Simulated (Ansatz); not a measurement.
The relaxed structure here is a generated cell of GaPt: the first start was made by placing the elements on the sites of a structure type, and the end was not matched to a known phase here, so it may be hypothetical.

A relaxed cell of GaPt (Fm-3m (No. 225)), relaxed on a k-mesh at least as fine as the one used below. These are PBE (plane waves to 420 eV, PAW, scalar-relativistic; Ansatz, a first-principles code) values and carry that method's errors. Γ-centred k-mesh 11×11×11 on the run's cell (coarser than for final values), Fermi–Dirac smearing 0.05 eV.

```yaml
crystal:
  lattice:
    - [0.00000, 5.16802, 5.16802]
    - [2.58401, 2.58401, 5.16802]
    - [2.58401, 2.58401, 0.00000]
  atoms:
    - { symbol: Ga, position: [0.00000, 0.00000, 0.00000] }
    - { symbol: Ga, position: [0.50000, 0.00000, 0.00000] }
    - { symbol: Pt, position: [0.00000, 0.50000, 0.50000] }
    - { symbol: Pt, position: [0.50000, 0.50000, 0.50000] }
```

The atoms are displaced along an unstable phonon of this cell by (Å):

```
atom     ux     uy      uz
----  -----  -----  ------
Ga1   0.000  0.000  -0.150
Ga2   0.000  0.000   0.150
Pt3   0.000  0.000  -0.125
Pt4   0.000  0.000   0.125
```

What forces (eV/Å) and pressure result?


| atom | Fx | Fy | Fz |
|---|---|---|---|
| Ga1 | 0.00 | 0.00 | -0.23 |
| Ga2 | 0.00 | 0.00 | 0.23 |
| Pt3 | 0.00 | 0.00 | -0.59 |
| Pt4 | 0.00 | 0.00 | 0.59 |

Pressure -1.3 GPa.

The undisplaced cell is probably no minimum: from this displacement the run went on to P4/nmm (No. 129), 0.16 eV/atom below it.

No spin polarisation in the result.
